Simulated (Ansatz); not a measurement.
An Ansatz (a first-principles code) input:

Ansatz 0.2 input:
```yaml
crystal:
  lattice:
    - [5.6866784224, 0.0, 0.0]
    - [-2.8433392112, 4.9248079769, 0.0]
    - [0.0, 0.0, 13.876899331]
  atoms:
    - { symbol: Ba, position: [0.6666666667, 0.3333333333, 0.9026152652] }
    - { symbol: Ba, position: [0.3333333333, 0.6666666667, 0.0973847348] }
    - { symbol: Ba, position: [0.3333333333, 0.6666666667, 0.4026152652] }
    - { symbol: Ba, position: [0.6666666667, 0.3333333333, 0.5973847348] }
    - { symbol: Ba, position: [0.0, 0.0, 0.25] }
    - { symbol: Ba, position: [0.0, 0.0, 0.75] }
    - { symbol: Ti, position: [0.6666666667, 0.3333333333, 0.153736545] }
    - { symbol: Ti, position: [0.3333333333, 0.6666666667, 0.846263455] }
    - { symbol: Ti, position: [0.3333333333, 0.6666666667, 0.653736545] }
    - { symbol: Ti, position: [0.6666666667, 0.3333333333, 0.346263455] }
    - { symbol: Ti, position: [0.0, 0.0, 0.0] }
    - { symbol: Ti, position: [0.0, 0.0, 0.5] }
    - { symbol: O, position: [0.1651772688, 0.3303545376, 0.9192836901] }
    - { symbol: O, position: [0.8348227312, 0.6696454624, 0.0807163099] }
    - { symbol: O, position: [0.8348227312, 0.1651772688, 0.4192836901] }
    - { symbol: O, position: [0.1651772688, 0.8348227312, 0.5807163099] }
    - { symbol: O, position: [0.6696454624, 0.8348227312, 0.9192836901] }
    - { symbol: O, position: [0.3303545376, 0.1651772688, 0.0807163099] }
    - { symbol: O, position: [0.8348227312, 0.6696454624, 0.4192836901] }
    - { symbol: O, position: [0.1651772688, 0.3303545376, 0.5807163099] }
    - { symbol: O, position: [0.1651772688, 0.8348227312, 0.9192836901] }
    - { symbol: O, position: [0.8348227312, 0.1651772688, 0.0807163099] }
    - { symbol: O, position: [0.3303545376, 0.1651772688, 0.4192836901] }
    - { symbol: O, position: [0.6696454624, 0.8348227312, 0.5807163099] }
    - { symbol: O, position: [0.0329286584, 0.5164643292, 0.75] }
    - { symbol: O, position: [0.9670713416, 0.4835356708, 0.25] }
    - { symbol: O, position: [0.5164643292, 0.0329286584, 0.25] }
    - { symbol: O, position: [0.4835356708, 0.9670713416, 0.75] }
    - { symbol: O, position: [0.4835356708, 0.5164643292, 0.75] }
    - { symbol: O, position: [0.5164643292, 0.4835356708, 0.25] }
kpoints:
  mp_grid: { grid: [5, 5, 2] }
basis: { xc_grid: 2 }
hamiltonian:
  xc: pbesol
  pseudopotentials: { kind: paw }
scf:
  occupations: { method: fixed }
output:
  optics: { e_range: [0.0, 15.0], de: 0.05, sigma: 0.1, bands: { spectra_wanted_up_to: 12 eV } }
```

How many symmetry operations and irreducible k-points will the run report?

24 operations, 10 of 50 k-points.

With a cutoff of 420 eV, how many plane waves at Γ?

7691.

It took very roughly 40 core-minutes on shared server cores.

Space group P6_3/mmc. The workflow started from a Materials Project entry (that database holds measured and hypothetical structures alike); the Crystallography Open Database files this formula in space group No. 194, but the cells were not matched. It is not the phase usual at ambient conditions (space group No. 99). The cell was relaxed with PBEsol under the symmetry of its start; whether a distortion lowers the energy is not shown. No spin polarisation was allowed. Spin–orbit coupling is left out wherever it is not named.

Potentials: the later of the program's two PAW sets.

Ansatz is a plane-wave DFT program.
